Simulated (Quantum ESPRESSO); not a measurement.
In3GaP4, convergence and cost over cutoff and k mesh

A calculation, not a measurement. The program is pw.x of Quantum ESPRESSO 7.5 (plane-wave density functional theory). The cell is made up: 8 atoms on a zincblende/diamond lattice, with randomly drawn elements, strain and displacements, not relaxed. PseudoDojo standard norm-conserving files (v0.5 for PBE, v0.4.1 for LDA and PBEsol) set the functional; there is no spin polarisation, spin-orbit coupling or dispersion term, and the masses in the input are unused placeholders.

Input of the run in row 2:

```
&control calculation='scf', pseudo_dir='./dojo.nc.sr.pbe.v0_5.standard.upf', outdir='./o', disk_io='medium', tprnfor=.true., tstress=.true. /
&system ibrav=0, nat=8, ntyp=3, nbnd=42, ecutwfc=79.96652505, nosym=.true., tot_charge=0,
 occupations='smearing', smearing='fd', degauss=0.0018374661
/
&electrons conv_thr=7.350e-09, electron_maxstep=60, /
ATOMIC_SPECIES
Ga 1.0 Ga.upf
In 1.0 In.upf
P 1.0 P.upf
CELL_PARAMETERS angstrom
5.6047 -0.0008 -0.04
-0.0008 5.5991 0.0445
-0.04 0.0445 5.6973
ATOMIC_POSITIONS angstrom
In 0.1299 -0.0631 -0.1022
In 0.0099 2.7579 2.9588
In 2.9238 0.0249 2.7683
Ga 2.8158 2.7205 -0.0585
P 1.2856 1.6922 1.5196
P 1.4885 4.3595 4.3325
P 4.1469 1.4454 4.3312
P 4.0505 4.0984 1.4519
K_POINTS automatic
4 4 4 1 1 1
```

The same cell was run at these settings. Meshes are shifted by half a step, and differences are from the last row, which is itself not exact.

```
cutoff (eV)     k mesh  k points solved  threshold (eV)  free energy less the last row's (eV)  pressure (GPa)  largest stress difference (GPa)  largest force difference (eV/Å)  iterations  wall time (s)  k-point pools                  processor
        762  2 x 2 x 2                4           1e-04                                 2.409           -4.91                            16.06                            0.045           7             41              1      AMD EPYC, Zen 5 class
       1088  4 x 4 x 4               32           1e-07                                 0.009           11.04                             0.01                            0.003          11            616              1      AMD EPYC, Zen 5 class
       1377  6 x 6 x 6              108           1e-07                                 0.000           11.05                             0.00                            0.000          11            349              4  Intel Xeon, 2023 or later
```

Each pool is one process. Wall times include start-up and a band step at six k points, which weighs most on the coarsest meshes. The runs were on shared virtual cores whose load varied, so times are rough.